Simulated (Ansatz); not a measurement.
Elements on the sites of an ideal wurtzite lattice, at a guessed lattice constant:

```
CELL_PARAMETERS angstrom
4.38052 2.52910 0.00000
0.00000 5.05819 4.73096
4.38052 -2.52910 4.73096
ATOMIC_POSITIONS crystal
B 0.16667 0.16667 0.83333
B 0.16667 0.50000 0.50000
B 0.66667 0.66667 0.33333
B 0.66667 0.00000 0.00000
B 0.08333 0.91667 0.58333
B 0.58333 0.75000 0.75000
N 0.97767 0.68900 0.68900
N 0.97767 0.02233 0.35567
N 0.47767 0.85567 0.52233
N 0.47767 0.18900 0.18900
N 0.89433 0.43900 0.43900
N 0.89433 0.77233 0.10567
N 0.89433 0.10567 0.77233
N 0.39433 0.60567 0.27233
N 0.39433 0.93900 0.93900
N 0.39433 0.27233 0.60567
O 0.97767 0.35567 0.02233
O 0.47767 0.52233 0.85567
Zn 0.58333 0.41667 0.08333
Zn 0.58333 0.08333 0.41667
Ga 0.16667 0.83333 0.16667
Ga 0.66667 0.33333 0.66667
Ga 0.08333 0.58333 0.91667
Y 0.08333 0.25000 0.25000
```

Cell and atoms were relaxed without symmetry on coarser meshes and computed once more. Computed with DFT r2SCAN, scalar-relativistic, plane waves, PAW (Ansatz).

Plane waves to 500 eV, a k mesh through Γ of 5×4×4 on the computed 24-atom cell and Gaussian smearing (0.02 eV); no spin polarisation.

The relaxation ran on 2×2×2 (shifted) k points with a smearing of 0.1 eV, from sites shaken by 0.02 Å.

Q: What does the relaxation give?

A: A volume of 9.30 Å³/atom and a gap on the mesh of 2.74 eV. The atoms leave their sites by 0.45 Å (root mean square) and 0.91 Å at most, and the cell stretches by up to 10.7 % at fixed volume, so the lattice hasn't survived.

```xyz
24
Lattice="4.1070 2.5632 -0.1380 -0.2946 5.3784 4.5366 4.3292 -3.2062 4.8166" Properties=species:S:1:pos:R:3 pbc="T T T"
B     4.2017   -1.1120    4.5983
B     2.5783    1.3561    4.8184
B     4.0888    3.4075    4.9244
B     7.1683   -1.2178    4.6245
B     2.7414    3.1651    7.0319
B     5.3472    3.7513    7.1165
N     6.5729    4.1604    6.3095
N     5.6360    6.5338    6.4397
N     4.0518    3.7168    6.3610
N     3.0008    1.9153    1.3224
N     5.3536    3.3019    4.1953
N     3.6573    6.3716    3.8259
N     7.2539    0.4089    3.9507
N     2.8463    2.8856    4.2421
N     5.3680    3.8157    8.5737
N     3.8326    0.4394    4.2562
O     4.1172   -1.0787    6.1355
O     5.5649    1.3630    6.3928
Zn    2.5841    3.4829    2.3398
Zn    4.0648    0.4885    2.2616
Ga    1.1891    3.6752    4.7633
Ga    5.5942    1.2809    4.4913
Ga    3.9760    0.6215    6.9587
Y     1.2658    0.7241    2.0015
```

The final mesh leaves forces up to 0.10 eV/Å and stresses up to 0.3 GPa: the relaxation ran on a coarser mesh, so the cell's shape, its bonds and its energy belong partly to that mesh.

An odd mesh misses points on the zone edge, so a gap read on it can be too wide.

Cost: 2 runs of about 22 core-minutes in all (earlier runs that led there not counted), on Intel Xeon Platinum 8259CL (Skylake/Cascade Lake) (shared hosts).